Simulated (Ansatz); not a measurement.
CaTiO3:
```xyz
10
Lattice="2.6997 1.5587 4.4427 -2.6997 1.5587 4.4427 0.0000 -3.1174 4.4427" Properties=species:S:1:pos:R:3 pbc="T T T"
Ca     0.0000     0.0000     3.6805
Ca     0.0000     0.0000    10.3445
Ti     0.0000     0.0000     0.2158
Ti     0.0000     0.0000     6.8799
O      1.5270     0.4336     5.5888
O     -1.1390     1.1056     5.5888
O     -0.3880    -1.5393     5.5888
O      0.3880     1.5781     7.8101
O     -1.5607    -0.4531     7.8101
O      1.1727    -1.1251     7.8101
```

Relaxed with PBEsol. Special points in fractions of this cell's reciprocal vectors: Γ (0.000, 0.000, 0.000); T (0.500, 0.500, 0.500); H2 (0.751, 0.249, 0.500); H0 (0.500, -0.249, 0.249); L (0.500, 0.000, 0.000); S0 (0.374, -0.374, 0.000); S2 (0.626, 0.000, 0.374); F (0.500, 0.000, 0.500).

**Question.** List the band energies nearest the valence-band maximum at these points for PBEsol (plane waves, PAW; program Ansatz).

**Answer.** In eV from the valence-band maximum; about four levels below and three above (degenerate sets whole), none deeper than 8.9 eV; points with the same levels are listed once.

```csv
k,below,above
Γ,-0.41 -0.22 -0.22 -0.16,2.85 2.85 3.03
T,-0.72 -0.72 -0.72 -0.72 -0.59 -0.59,3.88 3.88 3.99 3.99 3.99 3.99
H2,-0.82 -0.82 -0.41 -0.41,3.50 3.50 4.10 4.10
L,-0.53 -0.53 -0.29 -0.29,3.55 3.55 3.98 3.98
S0,-1.02 -0.87 -0.48 -0.12,3.13 3.76 4.01
F,-1.21 -0.52 -0.46 0.00,2.95 3.87 4.07
```

Space group R3c. The start of the workflow was typed in or built on a structure type; neither database checked (COD, Materials Project) lists it. COD files the formula under space group No. 11, 62, 65, 140, 221. Whether it is the stable phase at ambient conditions was not checked. Symmetry was held in the PBEsol relaxation; whether a distortion lowers the energy is not shown. The workflow began spin-polarised and lost its moments.

Potentials: the earlier of the program's two PAW sets. The files were generated under PBE; for other functionals the program regenerates the frozen cores, and for LDA and PBEsol the local potential too.
